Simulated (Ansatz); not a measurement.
NaLiCdS$_{2}$:
```
NaLiCdS2
1.0
    4.09305     0.00000     0.00000
   -2.04652     3.54468     0.00000
    0.00000     0.00000     6.91625
Na Li Cd S
1 1 1 2
Cartesian
  0.00000   2.36312   6.73152
  2.04652   1.18156   4.58360
  0.00000   0.00000   2.63089
  2.04652   1.18156   1.68132
  0.00000   0.00000   5.12142
```

Relaxed with PBEsol.

**Question.** Map the valence electron density (e/Å³), cut off at 1 on the plane through (0.333, 0.667, 0.973) spanned by u = [0, 0, 1] and v = [1, -1, 0] in lattice vectors, from PBEsol (plane waves, PAW; program Ansatz).

**Answer.** x is the fraction of u, y of v (the angle between them is 90°; rows are the nearest grid lines); atoms in the plane: Na at (0.00, 0.00), Li at (0.69, 0.33), Cd at (0.41, 0.67), S at (0.27, 0.33), S at (0.77, 0.67).
```
|999930000000000000000000000000039999|
|999610000000000000000000000000016999|
|996200000000000000000000000000012699|
|000000000000011100000000111111100000|
|000000000011122221100011223332210000|
|000000000136999998422234679997532100|
|000000001259999999942346899999852100|
|000000001499999999984469983159974210|
|000000001499999999984469982049974210|
|000000001269999999943347999999853100|
|000000001248999999532235799998642100|
|000000112233444332111112234443211000|
|000001223444433211000011122221110000|
|000123589999863210000001111000000000|
|000125899999975311000028993000000000|
|001247996016996321000299999400000000|
|001237997227996321000199999300000000|
|000124799999964210000013641000000000|
|000113468998643110000000000000000000|
|000001122222211000000000000000000000|
|000000011111110000000000000000000000|
|996200000000000000000000000000002699|
|999610000000000000000000000000016999|
|999930000000000000000000000000039999|
```
Scale: ten equal steps from 0.013 (start of '0') to 1.00 (end of '9'), in the order '0123456789'; x runs from 0.000 to 1.00, y from 0.000 (bottom) to 1.00 (top).

The density is the valence pseudo-density with augmentation charge, so density and ELF within about 1 Å of a nucleus are not all-electron values.

Space group P3m1. The first step of the workflow began from a Materials Project structure, measured or hypothetical; the Crystallography Open Database copy checked does not list it. Its standing as an ambient phase is unchecked. The PBEsol relaxation kept the symmetry of its start; its stability against distortions is not shown here.

Potentials: the later of the program's two PAW sets.
